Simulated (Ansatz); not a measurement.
Space group R-3c:H (No. 167). a = 5.286 Å, b = 5.286 Å, c = 14.615 Å, α = 90.00°, β = 90.00°, γ = 120.00°
| atom | site | symmetry | x | y | z |
| --- | --- | --- | --- | --- | --- |
| In | 6b | -3. | 0.0000 | 0.0000 | 0.5000 |
| F | 18e | .2 | 0.9675 | 0.6667 | 0.4167 |

Equation of state of this InF$_{3}$ structure (not necessarily the ground state), with shape and atoms relaxed at each volume where symmetry leaves them free. Theory: Ansatz, DFT r2SCAN, scalar-relativistic, plane waves, PAW.

Settings: cutoff 500 eV, Γ-centred mesh 6×6×6 on the computed 8-atom cell, Gaussian smearing of 0.02 eV; no spin polarisation.

| V (Å³/atom) | E − E(largest V) (meV/atom) | P (GPa) | gap on mesh (eV) |
| --- | --- | --- | --- |
| 12.970 | 15.01 | 4.67 | 5.20 |
| 13.412 | 4.83 | 2.76 | 5.19 |
| 13.854 | -0.96 | 1.46 | 5.18 |
| 14.296 | -3.76 | 0.60 | 5.16 |
| 14.738 | -4.63 | 0.00 | 5.13 |
| 15.180 | -4.20 | -0.32 | 5.12 |
| 15.622 | -2.88 | -0.66 | 5.09 |
| 16.212 | 0.00 | -1.13 | 5.05 |

Fit a third-order Birch–Murnaghan equation to E(V).

V0 = 14.75 Å³/atom, B0 = 17 GPa, B0' = 13.1. B0' is unusual or poorly fixed by this range.

Cost: 8 runs of about 6.7 core-minutes in all, on Intel Xeon Platinum 8559C (Emerald Rapids) (shared hosts).